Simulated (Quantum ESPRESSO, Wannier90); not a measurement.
# Wannierisation of MgSe (rock salt)

```
begin unit_cell_cart
ang
    0.0000000000    2.7337250000    2.7337250000
    2.7337250000    0.0000000000    2.7337250000
    2.7337250000    2.7337250000    0.0000000000
end unit_cell_cart
begin atoms_frac
Mg   0.0000000000  0.0000000000  0.0000000000
Se   0.5000000000  0.5000000000  0.5000000000
end atoms_frac
```

Structure: Materials Project mp-10760, symmetrised, not relaxed again. COD (Crystallography Open Database) has an entry of this formula and space group (matched by these alone). Level: PBEsol, no spin polarisation, no spin-orbit coupling; pw.x of Quantum ESPRESSO at 69 Ry with PseudoDojo potentials, 10×10×10 k-points, Wannier90. Density: 10×10×10 mesh, cold smearing 0.01 Ry. Spin-orbit coupling, left out, would split the p-like bands by a few tenths of an eV.

A tight-binding model is made by disentanglement and projection with no localisation steps (num_iter = 0), so the 8 orbitals stay atom-like: hydrogen-like Mg: s;p; Se: s;p, axes along x, y, z; frozen window up to 3.26 eV relative to the valence-band maximum. It follows pw.x to 3.6 meV rms for states up to 2.8 eV relative to the valence-band maximum. Matrix elements depend on this choice of orbitals and windows.

What are the on-site energies relative to the valence-band maximum, and how fast do the hoppings decay?


| atom | orbitals | energy (eV) |
|---|---|---|
| Mg1 | s | 2.88 |
| Mg1 | pz px py | 6.56 |
| Se2 | s | -10.57 |
| Se2 | pz px py | 0.35 |

| distance of the centres (Å) | largest modulus (eV) |
|---|---|
| 2–3 | 2.7 |
| 3–4 | 0.37 |
| 4–5 | 0.032 |
| 5–6 | 0.59 |
| 6–7 | 0.063 |
| 7–8 | 0.015 |
| 8–9 | 0.12 |
| 9–10 | 0.0057 |
| 10–11 | 0.024 |
| 11–12 | 0.0044 |
| 12–13 | 0.0033 |
